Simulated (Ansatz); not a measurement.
LiCl:
```
LiCl
1.0
    3.90306     0.00000     0.00000
   -1.95153     3.38015     0.00000
    0.00000     0.00000     6.24024
Li Cl
2 2
Cartesian
  1.95153   1.12672   5.47953
  0.00000   2.25344   2.35941
  1.95153   1.12672   3.10079
  0.00000   2.25344   6.22091
```

Relaxed with HSE06.

Q: Give the Bader charges and basin volumes of the independent atoms, the program Ansatz at the HSE06 level (PAW).

A: 

```
atom  Bader charge (e)  Bader volume (Å³)
----  ----------------  -----------------
Li1              +0.90                3.7
Cl3              -0.90               37.2
```

Space group P6_3mc (wurtzite). The first step of the workflow began from a Materials Project structure, measured or hypothetical; the Crystallography Open Database copy checked does not list it. It is not the phase usual at ambient conditions (space group No. 225). Symmetry was held in the HSE06 relaxation; whether a distortion lowers the energy is not shown.

Potentials: the later of the program's two PAW sets.
